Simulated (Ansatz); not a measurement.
# Compressing CaCu2Si2

The calculation used Ansatz 0.2.0, DFT PBEsol, scalar-relativistic, plane waves, PAW. Run with 420 eV cutoff, 12×12×12 k-mesh, Gaussian smearing of 0.10 eV, no spin polarisation.

Reference structure (relaxed):

```yaml
crystal:
  lattice:
    - [-2.00172, 2.00172, 4.90795]
    - [2.00172, -2.00172, 4.90795]
    - [2.00172, 2.00172, -4.90795]
  atoms:
    - { symbol: Ca, position: [0.00000, 0.00000, 0.00000] }
    - { symbol: Si, position: [0.37963, 0.37963, 0.00000] }
    - { symbol: Si, position: [0.62037, 0.62037, 0.00000] }
    - { symbol: Cu, position: [0.75000, 0.25000, 0.50000] }
    - { symbol: Cu, position: [0.25000, 0.75000, 0.50000] }
```

Cell and atoms are relaxed at each pressure within the symmetry of the start, at zero temperature, so transitions that lower the symmetry aren't seen. The k-mesh given is that at zero pressure and may differ at others. a, b and c are the lengths of the cell vectors above.

| P (GPa) | V (Å³/atom) | V/V0 | a (Å) | b (Å) | c (Å) |
| --- | --- | --- | --- | --- | --- |
| -1 | 15.89 | 1.010 | 5.683 | 5.683 | 5.683 |
| 0 | 15.73 | 1.000 | 5.666 | 5.666 | 5.666 |
| 1 | 15.58 | 0.991 | 5.651 | 5.651 | 5.651 |
| 4 | 15.18 | 0.965 | 5.609 | 5.609 | 5.609 |
| 12 | 14.30 | 0.909 | 5.520 | 5.520 | 5.520 |
| 25 | 13.28 | 0.844 | 5.424 | 5.424 | 5.424 |
| 50 | 11.98 | 0.762 | 5.287 | 5.287 | 5.287 |
| 90 | 10.70 | 0.680 | 5.151 | 5.151 | 5.151 |

Problem. What bulk modulus and pressure derivative fit these points?

Solution. A third-order Birch–Murnaghan fit gives B0 = 103 GPa and B0' = 4.2.